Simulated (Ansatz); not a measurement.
Relaxed-ion elastic tensor of MgTiNO in space group P4/mmm (No. 123; Ti on 1a, N on 1c, Mg on 1d, O on 1b) in GPa (Voigt order), plane-wave PAW PBEsol (Ansatz code); density 4.51 g/cm³, 9.41 Å³ per atom.

```
     1    2    3    4    5    6
-  ---  ---  ---  ---  ---  ---
1  455  128  115  0.0  0.0  0.0
2  128  455  115  0.0  0.0  0.0
3  115  115  346  0.0  0.0  0.0
4  0.0  0.0  0.0  161  0.0  0.0
5  0.0  0.0  0.0  0.0  161  0.0
6  0.0  0.0  0.0  0.0  0.0  182
```

Is the crystal mechanically stable?

Yes: the smallest eigenvalue of C is 161 GPa.

Work out the Voigt, Reuss and Hill averages.

K_V = 219, K_R = 215, K_H = 217; G_V = 161, G_R = 158, G_H = 160 GPa.

Give Young's modulus, Poisson's ratio, Pugh's ratio and the universal anisotropy index.

E = 9KG/(3K + G) = 384 GPa; ν = 0.21; K/G = 1.36 (brittle by the Pugh limit of 1.75); A_U = 5G_V/G_R + K_V/K_R − 6 = 0.09.

Estimate the sound speeds and the Debye temperature.

v_l = √((K + 4G/3)/ρ) = 9770 m/s, v_t = √(G/ρ) = 5950 m/s, mean 6570 m/s; Θ = (h/k)(3n/4πV)^(1/3) v_m = 927 K.

Solve the Christoffel equation for the three sound speeds along x, y, z.

Eigenvalues of C_ijkl n_j n_l equal ρv². In km/s, slowest first: x 5.97, 6.36, 10.05; y 5.97, 6.36, 10.05; z 5.97, 5.97, 8.77.

How much does each axis shrink under pressure?

Linear compressibilities β_i = Σ_j S_ij (j = 1 to 3): x 1.3, y 1.3, z 2.0 per TPa.

The start of the workflow was typed in or built on a structure type; neither database checked (COD, Materials Project) lists it. Its standing as an ambient phase is unchecked. The PBEsol relaxation kept the symmetry of its start; its stability against distortions is not shown here. The workflow began spin-polarised and lost its moments. As this level gives no gap, shear constants depend on the k-mesh and smearing (Fermi–Dirac, 0.1 eV here). On the denser mesh and wider smearing of the elastic run this cell carries a stress of 0.4 GPa.

Potentials: the later of the program's two PAW sets.
